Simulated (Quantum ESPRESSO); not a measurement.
## Kohn-Sham bands of YSi (Cmcm)

```yaml
crystal:
  lattice:
    - [0.00000, 0.00000, 3.83365]
    - [-4.28660, 0.00000, 0.00000]
    - [2.14330, -5.28378, 0.00000]
  atoms:
    - { symbol: Y, position: [0.75000, 0.14063, 0.28126] }
    - { symbol: Y, position: [0.25000, 0.85937, 0.71874] }
    - { symbol: Si, position: [0.75000, 0.42448, 0.84896] }
    - { symbol: Si, position: [0.25000, 0.57552, 0.15104] }
```

Structure: Materials Project mp-9972, symmetrised, not relaxed again. Not found in the COD (Crystallography Open Database) copy used; not checked further. Level: LDA, no spin polarisation, no spin-orbit coupling; pw.x of Quantum ESPRESSO at 58 Ry with PseudoDojo potentials, 8×6×6 k-points, Wannier90. Density: 8×8×8 mesh, cold smearing 0.01 Ry.

Energies are relative to the Fermi level; weights are on the orthonormalised atomic waves of the pseudopotential files, averaged over the group. 30 electrons a cell are treated as valence.

Problem. Into which isolated groups do the bands fall, where do they lie and what are they made of?

Solution. 
| bands | from (eV) | to (eV) | filling | weight on atomic waves |
|---|---|---|---|---|
| 1–2 | -42.18 | -42.12 | filled | Y 4s 95 % |
| 3–8 | -22.48 | -22.04 | filled | Y 4p 98 % |
| 9–10 | -10.39 | -5.15 | filled | Si 3s 53 %, Si 3p 18 %, Y 4d 16 % |

No gap over 0.05 eV opens at the Fermi level at this level of theory.
